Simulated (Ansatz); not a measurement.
Input:

Bi:
```yaml
crystal:
  lattice:
    - [6.39017, 0.00000, 0.00000]
    - [0.00000, 3.19357, 0.00000]
    - [0.00000, 0.00000, 3.19251]
  atoms:
    - { symbol: Bi, position: [0.25000, 0.00000, 0.48531] }
    - { symbol: Bi, position: [0.75000, 0.00000, 0.51469] }
```

This is the LDA-relaxed structure.

All from the program Ansatz at the LDA level (PAW), unless another level is named. Predict the highest zone-centre frequency.

76 cm⁻¹.

Next, the Hill bulk and shear moduli?

57.4 and 21.4 GPa.

Space group Pmma. The workflow started from a Materials Project entry (that database holds measured and hypothetical structures alike); the Crystallography Open Database copy checked does not list it. It is not the phase usual at ambient conditions (space group No. 166). Symmetry was held in the LDA relaxation; of distortions, only those at the zone centre were tested. As this level gives no gap, shear constants depend on the k-mesh and smearing (Fermi–Dirac, 0.1 eV here). As this level gives no gap, phonon frequencies hold no LO–TO term and depend on the k-mesh and smearing (Fermi–Dirac, 0.1 eV here). Spin–orbit coupling is left out wherever it is not named.

Potentials: the later of the program's two PAW sets.
